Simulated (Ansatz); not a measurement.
The relaxed structure here is a generated cell of TaGe2: the first start was made by placing the elements on the sites of a structure type, and the end was not matched to a known phase here, so it may be hypothetical.

One stationary structure of TaGe$_{2}$. Space group I4/mmm (No. 139). All values below come from r2SCAN (plane waves to 500 eV, PAW, scalar-relativistic; Ansatz, an electronic-structure program).

```xyz
3
Lattice="-1.6891 1.6891 4.2286 1.6891 -1.6891 4.2286 1.6891 1.6891 -4.2286" Properties=species:S:1:pos:R:3 pbc="T T T"
Ta     0.0000     0.0000     0.0000
Ge     0.0000     0.0000     2.8430
Ge     0.0000     0.0000     5.6142
```

| Property | Result |
|---|---|
| Volume per atom | 16.09 Å³ |
| Density | 11.23 g/cm³ |
| Band gap | zero (metallic) |
| Shortest distances | Ge–Ta 2.76 Å; Ge–Ge 2.77 Å; Ta–Ta 3.38 Å |
| k-mesh | 19×19×19 |

Band energies at high-symmetry points (eV from the Fermi level; labels of this space group; no spin-orbit coupling), from −5 eV up to 3.0 eV:

```csv
point,energies
Γ,-4.75 -1.60 -1.57 -1.57 2.39 2.89
X,-4.97 -3.72 -1.92 -0.87
P,-2.37 -1.36 -1.36 0.28
N,-4.78 -4.13 -1.26 -1.26 1.50
M,-1.87 -0.83 -0.10 -0.10 0.92 0.92 2.45
S,-1.65 -1.59 -1.26 1.56
S0,-1.65 -1.59 -1.26 1.56
R,-4.85 -3.89 -3.79 -1.79 -1.20 2.42
```

No spin polarisation in the result. The relaxed primitive cell holds an odd number of electrons. A magnetic state may lie lower.

The run could not lose the symmetry of its start; a randomly shaken copy of 6 atoms returns to this structure.
